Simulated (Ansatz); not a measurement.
CeTaN$_{3}$:
```yaml
crystal:
  lattice:
    - [2.82652, 1.63189, 4.64753]
    - [-2.82652, 1.63189, 4.64753]
    - [0.00000, -3.26379, 4.64753]
  atoms:
    - { symbol: Ce, position: [0.52590, 0.52590, 0.52590] }
    - { symbol: Ce, position: [0.02590, 0.02590, 0.02590] }
    - { symbol: Ta, position: [0.78937, 0.78937, 0.78937] }
    - { symbol: Ta, position: [0.28937, 0.28937, 0.28937] }
    - { symbol: N, position: [0.95754, 0.14262, 0.56626] }
    - { symbol: N, position: [0.56626, 0.95754, 0.14262] }
    - { symbol: N, position: [0.14262, 0.56626, 0.95754] }
    - { symbol: N, position: [0.06626, 0.64262, 0.45754] }
    - { symbol: N, position: [0.64262, 0.45754, 0.06626] }
    - { symbol: N, position: [0.45754, 0.06626, 0.64262] }
```

DFT-r²SCAN in the program Ansatz with PAW potentials gives a gap of 1.16 eV without spin–orbit coupling, maximum on the S2–F line, 50 % of the way from S2, minimum on the S2–F line, 21 % of the way from S2.

Q: What happens when spin–orbit coupling is switched on?

A: The gap falls by 0.13 eV, to 1.03 eV; maximum on the S2–F line, 46 % of the way from S2, minimum on the S2–F line, 34 % of the way from S2.

Space group R3c. The start of the workflow was typed in or built on a structure type; neither database checked (COD, Materials Project) lists it. Its standing as an ambient phase is unchecked. The cell was relaxed with r²SCAN under the symmetry of its start; whether a distortion lowers the energy is not shown. The workflow began spin-polarised and lost its moments. The 4f shell is in the valence. No Hubbard U is applied.

Potentials: the earlier of the program's two PAW sets. The files were generated under PBE; for other functionals the program regenerates the frozen cores, and for LDA and PBEsol the local potential too.
